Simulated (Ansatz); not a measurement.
AlGaAs$_{2}$:
```yaml
crystal:
  lattice:
    - [4.01076, 0.00000, 0.00000]
    - [0.00000, 4.01076, 0.00000]
    - [0.00000, 0.00000, 5.65959]
  atoms:
    - { symbol: Ga, position: [0.00000, 0.00000, 0.00000] }
    - { symbol: As, position: [0.50000, 0.00000, 0.25024] }
    - { symbol: Al, position: [0.50000, 0.50000, 0.50000] }
    - { symbol: As, position: [0.00000, 0.50000, 0.74976] }
```

DFT-PBEsol in the program Ansatz with PAW potentials gives a gap of 1.01 eV without spin–orbit coupling, maximum at Γ, minimum at Γ.

Task: What happens when spin–orbit coupling is switched on?

Result: The gap falls by 0.10 eV, to 0.91 eV; maximum at Γ, minimum at Γ.

Task: Give the electron effective mass with spin–orbit coupling.

Result: 0.068, 0.068, 0.11 mₑ (principal values).

Task: Give the hole effective mass with spin–orbit coupling.

Result: 0.11, 0.12, 0.39 mₑ (principal values).

Space group P-4m2. The start of the workflow was typed in or built on a structure type; neither database checked (COD, Materials Project) lists it. Whether it is the stable phase at ambient conditions was not checked. The cell was relaxed with PBEsol under the symmetry of its start; its stability against distortions is not shown here.

Potentials: the earlier of the program's two PAW sets. The files were generated under PBE; for other functionals the program regenerates the frozen cores, and for LDA and PBEsol the local potential too.
